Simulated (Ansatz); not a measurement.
## Calculated ¹⁸⁹Os nuclear quadrupole resonance for Os

Cell: a structure deposited in the COD, its atoms then relaxed with PBE in this cell.

```yaml
crystal:
  lattice:
    - [2.73410, 0.00000, 0.00000]
    - [-1.36705, 2.36780, 0.00000]
    - [0.00000, 0.00000, 4.31970]
  atoms:
    - { symbol: Os, position: [0.33333, 0.66667, 0.25000] }
    - { symbol: Os, position: [0.66667, 0.33333, 0.75000] }
```

Atom numbers follow the list; atoms alike are taken as one site, whose name carries the number of the first.

Computed with Ansatz: DFT, r2SCAN, plane waves and PAW, scalar-relativistic, 500 eV cutoff, Γ-centred 14×14×8 k-points, Fermi–Dirac smearing 0.05 eV.

¹⁸⁹Os: I = 3/2, Q = 856.0 mb (year-2017 value). Static lattice, zero field.

**Question.** At which frequencies do the ¹⁸⁹Os NQR lines lie?

**Answer.** For I = 3/2 there is one line, ν = (|C_Q|/2)(1 + η²/3)^½.

| site | atoms | V_zz (10²¹ V/m²) | C_Q (MHz) | η | line frequencies (MHz) |
| --- | --- | --- | --- | --- | --- |
| Os | 1, 2 | -5.54 | -115 | 0.00 | 57.4 |

An axis of threefold or higher order runs through Os, so V_zz lies along it and η is zero.

The run finds no gap above 0.1 eV (a metal, or nearly one), so the gradients can move by 10 % or more with the k-mesh. Spin–orbit coupling is left out, which shifts gradients on Os by a few per cent in wide-gap crystals, and can shift them far more where the calculated gap is small or absent, as here.
